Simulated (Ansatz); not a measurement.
Given:

GaN:
```
GaN
1.0
    5.46851     0.00000     0.00000
    0.00000     5.46851     0.00000
    0.00000     0.00000     3.18265
Ga N
4 4
Direct
  0.32085   0.67915   0.00000
  0.67915   0.32085   0.00000
  0.82085   0.82085   0.50000
  0.17915   0.17915   0.50000
  0.31717   0.31717   0.00000
  0.68283   0.68283   0.00000
  0.18283   0.81717   0.50000
  0.81717   0.18283   0.50000
```

This is the r²SCAN-relaxed structure. Cartesian axes are those of the cell as given.

Question: All from plane-wave PAW r²SCAN (Ansatz code), unless another level is named. Estimate the Debye temperature from the elastic constants.

Answer: 583 K.

Question: Next, the elastic constants (relaxed ions, GPa)?

Answer: C11 = 276, C12 = 126, C13 = 120, C33 = 388, C44 = 90.9, C66 = 103.

Space group P4_2/mnm. The start of the workflow was typed in or built on a structure type; neither database checked (COD, Materials Project) lists it. It is not the phase usual at ambient conditions (space group No. 186, 216). Symmetry was held in the r²SCAN relaxation; its stability against distortions is not shown here.

Potentials: the earlier of the program's two PAW sets.
